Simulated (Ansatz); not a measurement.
TiAl:
```yaml
crystal:
  lattice:
    - [2.82179, 0.00000, 0.00000]
    - [0.00000, 2.82179, 0.00000]
    - [0.00000, 0.00000, 4.07727]
  atoms:
    - { symbol: Ti, position: [0.50000, 0.50000, 0.50000] }
    - { symbol: Al, position: [0.00000, 0.00000, 0.00000] }
```

Relaxed with PBE. Special points in fractions of this cell's reciprocal vectors: Γ (0.000, 0.000, 0.000); X (0.000, 0.500, 0.000); M (0.500, 0.500, 0.000); Z (0.000, 0.000, 0.500); R (0.000, 0.500, 0.500); A (0.500, 0.500, 0.500).

Q: List the band energies nearest the Fermi level at these points for PBE (plane waves, PAW; program Ansatz).

A: In eV from the Fermi level; about four levels below and three above (degenerate sets whole), none deeper than 8.9 eV; points with the same levels are listed once.

```json
[
 {"k": "Γ", "below": "-1.88 -0.85 -0.40", "above": "2.15 2.15 3.30"},
 {"k": "X", "below": "-4.57 -4.53 -1.72 -0.26", "above": "1.74 2.51 4.32"},
 {"k": "M", "below": "-0.47 -0.47 -0.40 -0.22 -0.22", "above": "4.19 4.93 5.96"},
 {"k": "Z", "below": "-7.59 -5.27 -0.69", "above": "0.61 1.81 1.81"},
 {"k": "R", "below": "-4.92 -2.95 -1.20 -1.16", "above": "1.35 1.79 2.29"},
 {"k": "A", "below": "-2.52 -2.26 -2.26", "above": "1.75 2.12 2.69"}
]
```

Space group P4/mmm (L1₀ or tetragonal B2). The PBE relaxation kept the symmetry of its start. The run is not spin-polarised.

Potentials: the later of the program's two PAW sets.
